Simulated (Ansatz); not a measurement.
Here is the system:

CsLiZnS2:
```
CsLiZnS2
1.0
   -2.02198     2.02198     7.07490
    2.02198    -2.02198     7.07490
    2.02198     2.02198    -7.07490
Cs Li Zn S
1 1 1 2
Direct
  0.00000   0.00000   0.00000
  0.25000   0.75000   0.50000
  0.75000   0.25000   0.50000
  0.65858   0.65858   0.00000
  0.34142   0.34142   0.00000
```

This is the r²SCAN-relaxed structure. x, y and z are the axes in which the lattice vectors are written.

### Question
All from r²SCAN in the plane-wave PAW code Ansatz, unless another level is named. Predict the formation energy from the elements (no fitted shifts).

### Answer
-1.34 eV/atom.

### Question
Predict the hole effective mass, band 1 of 2 at the edge.

### Answer
3.6 along x, 2.7 along z (mₑ).

### Question
And the valence-band maximum?

### Answer
at Γ.

Space group I-4m2. The workflow started from a Materials Project entry (that database holds measured and hypothetical structures alike); the Crystallography Open Database copy checked does not list it. With Li and Zn taken as one species the cell has the higher symmetry I4/mmm, so it may be an ordered model of a mixed-site phase. Whether it is the stable phase at ambient conditions was not checked. The cell was relaxed with r²SCAN under the symmetry of its start; whether a distortion lowers the energy is not shown. The references are the lowest solids computed at this level, not always the standard phases. Scalar-relativistic: spin–orbit coupling is off unless named, which matters more the heavier the elements.

Potentials: the later of the program's two PAW sets.

Edges and masses are those of Kohn–Sham bands, whose gap is no quasiparticle gap.
